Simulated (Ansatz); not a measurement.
Cu Kα1 powder pattern (kinematic, no thermal factors).
```tsv
2θ (°)	relative intensity	assignment
28.87	100	1 1 0
35.56	1	1 1 1
41.29	30	2 0 0
51.17	44	2 1 1
59.82	20	2 2 0
67.76	19	3 1 0
75.28	7	2 2 2
82.54	23	3 2 1
89.68	3	4 0 0
```

The pattern is computed from a structure relaxed with DFT PBE, scalar-relativistic, plane waves, PAW in Ansatz 0.2.0. No spin polarisation. Its elements are F, Hf.

Q: Give the structure.

A: Hf$_{2}$F$_{3}$.
Space group Pm-3m (No. 221). a = 4.370 Å, b = 4.370 Å, c = 4.370 Å, α = 90.00°, β = 90.00°, γ = 90.00°
| atom | site | symmetry | x | y | z |
| --- | --- | --- | --- | --- | --- |
| Hf | 1b | m-3m | 0.5000 | 0.5000 | 0.5000 |
| Hf | 1a | m-3m | 0.0000 | 0.0000 | 0.0000 |
| F | 3c | 4/mm.m | 0.0000 | 0.5000 | 0.5000 |

A pattern alone doesn't exclude other cells with like lines; this is the one computed.

It was reached by relaxing an invented guess, and it needn't be the stable form of this composition.
